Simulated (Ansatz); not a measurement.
# Ba5Hf2N6, one structure, two calculations

Cell: a computed structure from the Materials Project (it need not be an observed phase).

```cif
data_Ba5Hf2N6
_symmetry_space_group_name_H-M 'C2/c'
_symmetry_Int_Tables_number 15
_cell_length_a 11.2666
_cell_length_b 7.4759
_cell_length_c 14.9641
_cell_angle_alpha 90.000
_cell_angle_beta 96.357
_cell_angle_gamma 90.000
loop_
_atom_site_label
_atom_site_type_symbol
_atom_site_symmetry_multiplicity
_atom_site_Wyckoff_symbol
_atom_site_fract_x
_atom_site_fract_y
_atom_site_fract_z
Ba1 Ba 8 f 0.5392 0.2303 0.9790
Ba5 Ba 8 f 0.1548 0.9510 0.7059
Ba9 Ba 4 e 0.5000 0.9081 0.7500
Hf Hf 8 f 0.7756 0.1278 0.5772
N15 N 8 f 0.9396 0.0208 0.6207
N19 N 8 f 0.6454 0.0999 0.6621
N23 N 8 f 0.3009 0.9016 0.5562
```

One atom of each set is listed; the run and its k-mesh use a cell of 26 atoms with edges of 6.76, 6.76, 14.96 Å.

First run. All values are calculated (Ansatz; DFT, PBE, plane waves and PAW, scalar-relativistic, 420 eV cutoff, Γ-centred 5×5×2 k-points, Fermi–Dirac smearing 0.02 eV), not measured.

```csv
site,V_zz (10²¹ V/m²),η
Ba1,8.22,0.36
Ba5,16.51,0.44
Ba9,9.95,0.84
Hf,32.5,0.58
N15,-3.91,0.46
N19,-3.23,0.59
N23,1.71,0.40
```

Second run. The same atoms and settings, except that the cutoff is 350 eV.

Problem. Given the first result, estimate the second.

Solution. 

```tsv
site	V_zz	η	change of V_zz
Ba1	8.21	0.36	-0.01
Ba5	16.52	0.44	+0.01
Ba9	9.94	0.84	-0.01
Hf	32.3	0.58	-0.15
N15	-3.86	0.46	+0.05
N19	-3.18	0.59	+0.05
N23	1.69	0.40	-0.02
```

The largest change of V_zz is on Hf, from 32.5 to 32.3. In per cent, |V_zz| changes by 0 on Ba, 0 on Hf, -1 on N (all sites that start above 0.5).

Without spin–orbit coupling the gradients at and beside Hf can be off by some per cent, at some sites by more.
